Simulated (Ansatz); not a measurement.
## Relaxing a structure of NbAs

The start is a randomly generated symmetric cell of NbAs (space group No. 227). Cell shape, volume and atoms are optimised at zero target pressure with PBE (plane waves to 420 eV, PAW, scalar-relativistic; Ansatz, an electronic-structure program). The first steps use a coarse 6×6×6 k-mesh.

The start:
```
CELL_PARAMETERS angstrom
      0.00000     3.55695     3.55695
      3.55695     0.00000     3.55695
      3.55695     3.55695     0.00000
ATOMIC_POSITIONS crystal
  As 0.00000 0.00000 0.00000
  As 0.25000 0.25000 0.25000
  Nb 0.75000 0.75000 0.75000
  Nb 0.50000 0.50000 0.50000
```

| Item | Value |
|---|---|
| Initial pressure | -21 GPa (negative: the cell is under tension) |
| Outcome | The space group stays Fd-3m (No. 227) (the run could not lower it); the end is AFLOW prototype AB_cF16_227_a_b (B32, as in NaTl), with 4 atoms in the primitive cell |
| Energy released | 0.44 eV/atom |
| Shortest distances (start → end) | The closest pairs of elements (up to four, under 3.6 Å), start → end: As–Nb 3.08 → 2.82 Å; Nb–Nb 3.08 → 2.82 Å; As–As 3.08 → 2.82 Å |
| Band gap at the end | no gap (metallic) |
| Optimiser moves | 7 |

Final structure:

Space group Fd-3m, origin choice 1 (No. 227); a = 6.5208 Å, b = 6.5208 Å, c = 6.5208 Å, α = 90.00°, β = 90.00°, γ = 90.00°

| atom | site | symmetry | x | y | z |
|---|---|---|---|---|---|
| As | 8b | -43m | 0.5000 | 0.5000 | 0.5000 |
| Nb | 8a | -43m | 0.0000 | 0.0000 | 0.0000 |
(The calculation used a cell of 4 atoms; values per cell refer to that cell.)

Final values are on a 12×12×12 k-mesh of the relaxed cell. No spin polarisation in the result.

The run could not lose the symmetry of its start, so the end can be a saddle point.

All atoms sit on sites fixed by symmetry, so only the cell could relax.

The relaxed structure here is a generated cell of NbAs: the first start was made by a random draw of sites in a space group, and the end was not matched to a known phase here, so it may be hypothetical.
